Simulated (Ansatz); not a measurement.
Y₂C:
```cif
data_C3Y6
_chemical_formula_sum 'Y6 C3'
_space_group_name_H-M_alt 'R-3m :H'
_space_group_IT_number 166
_space_group_name_Hall '-R 3 2"'
_cell_length_a 3.52242
_cell_length_b 3.52242
_cell_length_c 18.13204
_cell_angle_alpha 90.000
_cell_angle_beta 90.000
_cell_angle_gamma 120.000
loop_
_atom_site_label
_atom_site_type_symbol
_atom_site_symmetry_multiplicity
_atom_site_Wyckoff_symbol
_atom_site_fract_x
_atom_site_fract_y
_atom_site_fract_z
_atom_site_occupancy
Y1 Y 6 c 0.00000 0.00000 0.26003 1
C1 C 3 a 0.00000 0.00000 0.00000 1
```
(The calculation used a cell of 3 atoms; values per cell refer to that cell.)

Relaxed with LDA.

Question: Which orbitals make up the states near the Fermi level in the program Ansatz at the LDA level (PAW)?

Answer: Within 0.5 eV of the Fermi level: Y 4d 77 %, Y 5s 9 %, C 2p 7 %. Projections are on Löwdin-orthogonalised atomic valence shells; empty p or d shells of many metals are not among them.

Question: Tabulate the density of states.

Answer: States/eV per cell of 3 atoms, in 0.25 eV bins, energy from the Fermi level.

```csv
E (eV),total,Y 4d,C 2p,Y 5s
-7.85,0.00,0.00,0.00,0.00
-7.60,0.00,0.00,0.00,0.00
-7.35,0.00,0.00,0.00,0.00
-7.10,0.00,0.00,0.00,0.00
-6.85,0.00,0.00,0.00,0.00
-6.60,0.00,0.00,0.00,0.00
-6.35,0.00,0.00,0.00,0.00
-6.10,0.00,0.00,0.00,0.00
-5.85,0.00,0.00,0.00,0.00
-5.60,0.00,0.00,0.00,0.00
-5.35,0.00,0.00,0.00,0.00
-5.10,0.00,0.00,0.00,0.00
-4.85,0.00,0.00,0.00,0.00
-4.60,0.00,0.00,0.00,0.00
-4.35,0.00,0.00,0.00,0.00
-4.10,0.04,0.01,0.01,0.02
-3.85,0.18,0.04,0.06,0.08
-3.60,0.34,0.09,0.11,0.12
-3.35,1.02,0.37,0.35,0.25
-3.10,2.07,0.80,0.77,0.41
-2.85,2.35,0.87,0.96,0.41
-2.60,1.90,0.68,0.84,0.27
-2.35,1.49,0.53,0.67,0.21
-2.10,2.22,0.80,1.06,0.25
-1.85,2.18,0.79,1.14,0.16
-1.60,4.83,1.78,2.79,0.08
-1.35,5.18,2.09,2.94,0.03
-1.10,0.46,0.16,0.22,0.05
-0.85,1.20,0.52,0.29,0.29
-0.60,1.92,1.01,0.37,0.39
-0.35,2.49,1.72,0.28,0.35
-0.10,2.45,1.84,0.17,0.24
0.15,2.71,2.15,0.13,0.16
0.40,2.40,2.13,0.11,0.07
0.65,1.14,1.04,0.05,0.02
0.90,1.74,1.46,0.08,0.10
1.15,3.04,2.51,0.15,0.18
1.40,2.61,2.09,0.20,0.10
1.65,1.32,1.17,0.05,0.04
1.90,1.29,1.14,0.06,0.03
2.15,1.45,1.29,0.07,0.03
2.40,1.90,1.69,0.10,0.05
2.65,1.88,1.61,0.13,0.06
2.90,1.61,1.33,0.15,0.06
3.15,1.68,1.36,0.17,0.06
3.40,1.75,1.38,0.21,0.05
3.65,2.32,1.91,0.22,0.06
3.90,2.93,2.38,0.30,0.07
4.15,2.66,2.05,0.29,0.08
```

The first step of the workflow began from a Materials Project structure, measured or hypothetical; the Crystallography Open Database files this formula in space group No. 166, but the cells were not matched. Whether it is the stable phase at ambient conditions was not checked. Symmetry was held in the LDA relaxation; its stability against distortions is not shown here. The run is not spin-polarised. Scalar-relativistic: spin–orbit coupling is off unless named, which matters more the heavier the elements.

Potentials: the later of the program's two PAW sets.
